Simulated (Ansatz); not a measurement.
# Ca started on a Ti site next to Ca started on a Ti site in cubic perovskite SrTiO3, 40 atoms, charge 0

All numbers come from Ansatz (PAW, plane waves, no spin–orbit coupling) at the single k point (¼, ¼, ¼) without its symmetry partners. The atoms were relaxed with PBEsol in a fixed cell; other functionals are single points on those atoms unless said otherwise. The valence top and gap of the host come from its small cell on a dense mesh, with the band extrema sought between the mesh points, lined up by the mean potential, PBEsol gap 1.85 eV, r²SCAN gap 2.29 eV.

Cell: a = 7.783 Å, b = 7.783 Å, c = 7.783 Å, α = 90.00°, β = 90.00°, γ = 90.00°.

Nearest atoms after relaxation, from the placed atom (for vacancies from the middle of the vacant sites): O at 2.10 Å, O at 2.12 Å, O at 2.16 Å, O at 2.20 Å, O at 2.33 Å, O at 2.35 Å, Sr at 3.45 Å, Sr at 3.46 Å.

Chemical potentials μ are those of reference phases of the elements at zero temperature by the same functional (the usual solids, diamond for C, grey Sn, and the molecules H2, N2, O2, F2, Cl2, Br2 and S8).

```csv
functional,E(defect) − E(host) − Σ nμ + q·E_VBM (eV),monopole (eV),alignment (eV),formation energy at E_F = VBM (eV),moment (μB),"wall time, shared host"
PBEsol,13.72,0.00,0.00,13.72,2.0,30 s on NVIDIA GB200 (relaxation)
r²SCAN,15.23,0.00,0.00,15.23,2.0,5.7 s on NVIDIA GB200
```

r²SCAN one-electron levels near the gap (the ten most localised at most), from the host's valence top:

```tsv
level (eV)	spin	filling	atoms sharing it	element of the atom with most weight
0.00	up	1.00	7.8	O
0.05	up	1.00	7.0	O
0.09	down	1.00	8.2	O
0.11	down	1.00	6.0	O
0.11	up	1.00	7.3	O
0.41	up	1.00	5.4	O
0.49	down	1.00	6.0	O
0.58	down	1.00	6.9	O
1.08	down	0.00	5.3	O
1.52	down	0.00	3.3	O
```

PBEsol tends to spread a hole over several anions where a hybrid would trap it on one, and single points on PBEsol atoms lack that distortion.

All elements are taken at their own reference at once; growth conditions in equilibrium with the host shift these energies, by up to the host's formation enthalpy.

The ideal cubic host may itself distort, and that gain is in these energies.

One k point and a cell of this size can leave errors of several tenths of an eV in such numbers.
